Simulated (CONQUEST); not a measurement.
Worked example: self-consistent single point of SrTiO₃ (P1, 5 atoms in the cell; from Materials Project mp-5229, changed as shown) in CONQUEST.

Method: LDA (PW92), numerical atomic orbitals double-zeta with polarisation (the shipped basis), PseudoDojo norm-conserving potentials made for LDA run with CONQUEST.

The change in words: atoms moved at random. Reference geometry (Pm-3m):
```xyz
5
Lattice="3.8963 0.0000 0.0000 0.0000 3.8963 0.0000 0.0000 0.0000 3.8963" Properties=species:S:1:pos:R:3 pbc="T T T"
Sr     0.0000     0.0000     0.0000
Ti     1.9481     1.9481     1.9481
O      1.9481     0.0000     1.9481
O      0.0000     1.9481     1.9481
O      1.9481     1.9481     0.0000
```

Reference input (self-consistent single point, DFT, LDA (PW92), numerical atomic orbitals double-zeta with polarisation (the shipped basis), PseudoDojo norm-conserving potentials made for LDA): basis = DZP; Diag.MPMeshX, Y, Z = 6 6 6; potentials = PseudoDojo norm-conserving LDA; Grid.GridCutoff = 140 Ha; DM.SolutionMethod = diagon; Diag.kT = 0.000367 Ha; Diag.GammaCentred = true; minE.SCTolerance = 1.0e-06; SC.MaxIters = 100; SC.LinearMixingFactor = 0.3; AtomMove.TypeOfRun = static. This run's input differs from it in these lines:

```diff
@@ -35,7 +35,7 @@
 5
-    0.000000000     0.000000000     0.000000000  1 T T T
-    0.500000000     0.500000000     0.500000000  2 T T T
-    0.500000000     0.000000000     0.500000000  3 T T T
-    0.000000000     0.500000000     0.500000000  3 T T T
-    0.500000000     0.500000000     0.000000000  3 T T T
+    0.007277000     0.001448000     0.006245000  1 T T T
+    0.498876000     0.504339000     0.481930000  2 T T T
+    0.502282000     0.998235000     0.500317000  3 T T T
+    0.995103000     0.495216000     0.506057000  3 T T T
+    0.496462000     0.500763000     0.005450000  3 T T T
```

Output (repeated stretches shortened):

```
    new_SC_potl: Starting.  Tolerance:  0.10000E-05

    PulayMixSC: Starting Pulay mixing, A_up =  0.300 A_dn =  0.300
    PulayMixSC: Spin non-polarised calculation.
          Harris-Foulkes Energy            :     -3909.058191627256292 eV
          (TS=0 as O(N) or entropic contribution is negligible)
          DFT Total Energy                 :     -3892.662455087847320 eV
          Total number of electrons        :        39.999999999999353
    PulayMixSC: Pulay iteration     1 residual:              0.89748E-02
          Harris-Foulkes Energy            :     -3904.331729722857744 eV
   [... lines left out ...]
          (TS=0 as O(N) or entropic contribution is negligible)
          DFT Total Energy                 :     -3904.139720534213666 eV
          Total number of electrons        :        40.000009298374316
    PulayMixSC: Pulay iteration     9 residual:              0.15700E-05
          Harris-Foulkes Energy            :     -3904.139720569539350 eV
          (TS=0 as O(N) or entropic contribution is negligible)
          DFT Total Energy                 :     -3904.139720555582699 eV
          Total number of electrons        :        40.000009283856180
    PulayMixSC: Pulay iteration    10 residual:              0.58519E-06
    PulayMixSC: Reached SCF tolerance of  0.58519E-06 after     10 iterations
      | Number of electrons      =        40.000009
      |* band energy as 2Tr[K.H] =      -986.085309324780837 eV
      |  screened ion-ion energy =     -2920.192761219589102 eV
      |  Ha correction           =       -12.154807782219095 eV
      |  XC correction           =        14.293189520943775 eV
      |* Harris-Foulkes energy   =     -3904.139720569539350 eV
      |* DFT total energy        =     -3904.139720555582699 eV
      |  estimated accuracy      =        -0.000000013956670 eV

    force: Forces on atoms (eV/a0)
    force:  Atom   X              Y              Z
    force:     1  -0.0835996524   0.0110466875  -0.1572087680
    force:     2   0.0562705648  -0.0236014017   0.2127605573
   [... lines left out ...]
    force:     5  -0.0200365700  -0.0205217118  -0.1266310271

    force: Maximum force :        0.21276056(eV/a0) on atom         2 in z direction
    force: Force Residual:        0.15694385 eV/a0
    force: Total stress:          4.20886617     3.98715381     2.75514303 GPa
    force: Average pressure:     -3.65038767 GPa

    force: Finished force
    get_E_and_F: Change in energy during last step of electronic optimisation:  0.29448E-08
```

The run converged in 10 iterations. CONQUEST prints the stress tensor with tension positive. Against the reference run the free energy rises by 4.7 meV/atom, the pressure goes from -4.35 to -3.65 GPa, the largest force goes from under 0.1 to 0.42 eV/Å and the gap on the mesh goes from 1.693 to 1.729 eV.

The program uses no crystal symmetry, so grid and mesh can part values that symmetry would make equal. The atom-centred basis is finite, which shifts total energies, pressures, gaps and forces against plane waves. The structure comes from a collection of computed structures, made at another level of theory; the collection holds predicted forms beside known ones. Its lattice was then scaled.

Cost on one core: very roughly 4 core-minutes.
